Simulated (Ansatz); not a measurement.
Starting structure, (110) slab as cut from the bulk (Cs, Fm-3m (No. 225), (1 1 0) face):

```yaml
crystal:
  lattice:
    - [5.58379, 0.00000, 0.00000]
    - [0.00000, 7.89667, 0.00000]
    - [0.00000, 0.00000, 23.37568]
  atoms:
    - { symbol: Cs, position: [0.50000, 0.50000, 0.32085] }
    - { symbol: Cs, position: [0.00000, 0.00000, 0.44028] }
    - { symbol: Cs, position: [0.50000, 0.50000, 0.55972] }
    - { symbol: Cs, position: [0.00000, 0.00000, 0.67915] }
```

The calculation used DFT r2SCAN, scalar-relativistic, plane waves, PAW in Ansatz 0.2.0. Settings: cutoff 500 eV, Γ-centred mesh 6×5×1 on the computed 4-atom cell, Gaussian smearing of 0.10 eV; no spin polarisation. A dipole correction removes the field between periodic images along c.

All atoms are free. The cell is fixed. Force threshold 0.02 eV/Å.

Question: Where does it end?

Answer: The energy changes by less than 0.001 eV in 2 steps, to:

```xyz
4
Lattice="5.5838 0.0000 0.0000 0.0000 7.8967 0.0000 0.0000 0.0000 23.3757" Properties=species:S:1:pos:R:3 pbc="T T T"
Cs    2.7919    3.9483    7.5000
Cs    0.0000    0.0000   10.2919
Cs    2.7919    3.9483   13.0838
Cs    0.0000    0.0000   15.8757
```

Spin-orbit coupling is left out, which matters for the bands of heavy elements. Charge leaks into the vacuum, so work functions can be off.

The reference crystal is the fcc form of Cs, which isn't its usual structure.